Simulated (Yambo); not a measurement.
# How GW settings move the gap: Si2N2O

G0W0@PBEsol for Si$_{2}$N$_{2}$O (space group Cmc2_1, No. 36) in Yambo. Reference settings: 2×2×2 Γ-centred k mesh, 174 bands and a 7 Ry block in the screening, 174 bands in G with the Bruneval-Gonze terminator, plasmon pole fitted at 27.2 eV. The PBEsol gap Γ → Γ on this mesh is 5.02 eV; G0W0 gaps are taken between the same points.

| change from the reference | G0W0 gap Γ → Γ (eV) | shift of the valence edge (eV) | rough Yambo cost |
|---|---|---|---|
| reference settings | 6.81 | -0.99 | 1 |
| 69 bands in W, 69 bands in G | 6.90 | -0.74 | about 1/2 |
| 114 bands in W, 114 bands in G | 6.82 | -0.90 | within a factor of two |
| 69 bands in G | 6.82 | -0.93 | – |
| 114 bands in G | 6.80 | -0.97 | – |
| 84 bands in W | 6.87 | -0.85 | within a factor of two |
| 2 Ry block | 6.76 | -0.95 | within a factor of two |
| 3 Ry block | 6.60 | -0.84 | within a factor of two |
| 6 Ry block | 6.76 | -0.94 | within a factor of two |
| pole fitted at 15 eV | 6.78 | -0.92 | – |
| no random integration | 6.69 | -0.69 | – |
| 69 bands in G, no terminator | 6.59 | -0.28 | – |
| 114 bands in G, no terminator | 6.65 | -0.59 | – |
| no terminator | 6.74 | -0.77 | – |

The reference isn't shown to be the converged limit. Costs are rough (shared machines), scaled to the same edge states, and given only for runs that recompute the screening.

Geometry of the Materials Project entry, not relaxed at this level; primitive cell a = b = 5.228 Å, c = 4.859 Å, α = β = 90.00°, γ = 63.53°.

A shift is the quasiparticle energy of the state minus its PBEsol energy.
